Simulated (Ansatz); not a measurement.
MgO in space group P6_3/mmc (No. 194; Mg on 2c, O on 2d), a = b = 3.494 Å, c = 4.195 Å, α = β = 90.00°, γ = 120.00°.

Relaxed with PBEsol. 

HSE06 on this cell (Ansatz, an electronic-structure program, PAW) gives a gap of 5.00 eV. What does PBEsol give?

3.28 eV.

Cost on shared cores: the PBEsol run (SCF on a 9×9×7 mesh, then bands and DOS) about 7 core-seconds (a rough figure), the HSE06 run (SCF on 7×7×5, then a few points) about 50 core-seconds (a rough figure); the tasks are unlike.

The workflow started from a Materials Project entry (that database holds measured and hypothetical structures alike); the Crystallography Open Database copy checked does not list it. It is not the phase usual at ambient conditions (space group No. 225). The cell was relaxed with PBEsol under the symmetry of its start; its stability against distortions is not shown here.

Potentials: the earlier of the program's two PAW sets. The files were generated under PBE; for other functionals the program regenerates the frozen cores, and for LDA and PBEsol the local potential too.

Ansatz is a plane-wave DFT program.
